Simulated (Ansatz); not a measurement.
MoSi2 (MoSi2 type, space group I4/mmm)

```xyz
3
Lattice="-1.6085 1.6085 3.9365 1.6085 -1.6085 3.9365 1.6085 1.6085 -3.9365" Properties=species:S:1:pos:R:3 pbc="T T T"
Mo     0.0000     0.0000     0.0000
Si     0.0000     0.0000     2.6384
Si     0.0000     0.0000     5.2347
```

The slice is a (100) plane (indices of the conventional cell) through the point (0.000, 0.000, 0.000) (fractional), spanned by u = [101] and v = [110] in vectors of this cell: u (3.22 Å) and v (7.87 Å, at 90° to u). It covers one period; positions are fractions (u, v).

All values below come from PBE (plane waves to 420 eV, PAW, scalar-relativistic; Ansatz, a program for electronic structure). k mesh 20×20×20. These are valence fields of a PAW run, semicore shells included where kept as valence: close to a nucleus they are smooth pseudo fields. MoSi2 is run without spin polarisation. MoSi2 was relaxed with its symmetry unable to fall.

Three fields on this plane, each scaled to ten steps between its own extremes (0 low, 9 high; the total valence density on a logarithmic scale, the potential cut 8 eV below its top; x marks points blanked near nuclei; v = 0 in the bottom row):

Map A
```
|xxxx048840xxx|
|xxxx069960xxx|
|xxx04899840xx|
|x004799997400|
|2357999999753|
|3468999999864|
|xx1589999851x|
|xxx05899850xx|
|xxxx279972xxx|
|xxxx069960xxx|
|xxxxx6996xxxx|
|xxxx179971xxx|
|xxxx489984xxx|
|xxx37899873xx|
|0147899998741|
|4568898898865|
|0147899998741|
|xxx37899873xx|
|xxxx489984xxx|
|xxxx179971xxx|
|xxxxx6996xxxx|
|xxxx069960xxx|
|xxxx279972xxx|
|xxx05899850xx|
|xx1589999851x|
|3468999999864|
|2357999999753|
|x004799997400|
|xxx04899840xx|
|xxxx069960xxx|
|xxxx048840xxx|
|xxxxx4884xxxx|
```

Map B
```
|xxxx943349xxx|
|xxxx743347xxx|
|xxx95333359xx|
|x985432234589|
|7654321123456|
|7654311113456|
|xx6531001356x|
|xxx53100135xx|
|xxxx410014xxx|
|xxxx521125xxx|
|xxxxx3223xxxx|
|xxxx542245xxx|
|xxxx543345xxx|
|xxx65333356xx|
|6655433334556|
|5554333333455|
|6655433334556|
|xxx65333356xx|
|xxxx543345xxx|
|xxxx542245xxx|
|xxxxx3223xxxx|
|xxxx521125xxx|
|xxxx410014xxx|
|xxx53100135xx|
|xx6531001356x|
|7654311113456|
|7654321123456|
|x985432234589|
|xxx95333359xx|
|xxxx743347xxx|
|xxxx943349xxx|
|xxxxx4334xxxx|
```

Map C
```
|xxxx103301xxx|
|xxxx113311xxx|
|xxx21244212xx|
|x111234432111|
|2233332233332|
|8876421124678|
|xx9741001479x|
|xxx74100147xx|
|xxxx520025xxx|
|xxxx631136xxx|
|xxxxx5335xxxx|
|xxxx964469xxx|
|xxxx864468xxx|
|xxx87544578xx|
|6676644446676|
|5665543345566|
|6676644446676|
|xxx87544578xx|
|xxxx864468xxx|
|xxxx964469xxx|
|xxxxx5335xxxx|
|xxxx631136xxx|
|xxxx520025xxx|
|xxx74100147xx|
|xx9741001479x|
|8876421124678|
|2233332233332|
|x111234432111|
|xxx21244212xx|
|xxxx113311xxx|
|xxxx103301xxx|
|xxxxx0330xxxx|
```

Assign the maps to these fields: electron localisation function (ELF); valence electron density; electrostatic potential energy of an electron, from the cell's mean.

A is the electrostatic potential energy of an electron, from the cell's mean; B is the valence electron density; C is the electron localisation function (ELF).
